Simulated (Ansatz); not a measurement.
Consider the following.

MoS2:
```cif
data_Mo3S6
_chemical_formula_sum 'Mo3 S6'
_space_group_name_H-M_alt 'R3m :H'
_space_group_IT_number 160
_space_group_name_Hall 'R 3 -2"'
_cell_length_a 3.17609
_cell_length_b 3.17609
_cell_length_c 18.67162
_cell_angle_alpha 90.000
_cell_angle_beta 90.000
_cell_angle_gamma 120.000
loop_
_atom_site_label
_atom_site_type_symbol
_atom_site_symmetry_multiplicity
_atom_site_Wyckoff_symbol
_atom_site_fract_x
_atom_site_fract_y
_atom_site_fract_z
_atom_site_occupancy
Mo1 Mo 3 a 0.00000 0.00000 0.00000 1
S1 S 3 a 0.00000 0.00000 0.74977 1
S2 S 3 a 0.00000 0.00000 0.58352 1
```
(The calculation used a cell of 3 atoms; values per cell refer to that cell.)

This is the r²SCAN+D4-relaxed structure.

Question: All from r²SCAN+D4 (plane waves, PAW; program Ansatz), unless another level is named. Estimate the gap with spin–orbit coupling.

Answer: 1.02 eV.

Question: Predict the hole effective mass.

Answer: 0.71, 0.71, 0.84 mₑ (principal values).

Question: Give the band gap.

Answer: 1.03 eV (indirect).

Question: Predict the formation energy from the elements (no fitted shifts).

Answer: -1.00 eV/atom.

The r²SCAN+D4 relaxation kept the symmetry of its start. The run is not spin-polarised. The references are the lowest solids computed at this level, not always the standard phases. Scalar-relativistic: spin–orbit coupling is off unless named, which matters more the heavier the elements.

Potentials: the later of the program's two PAW sets.
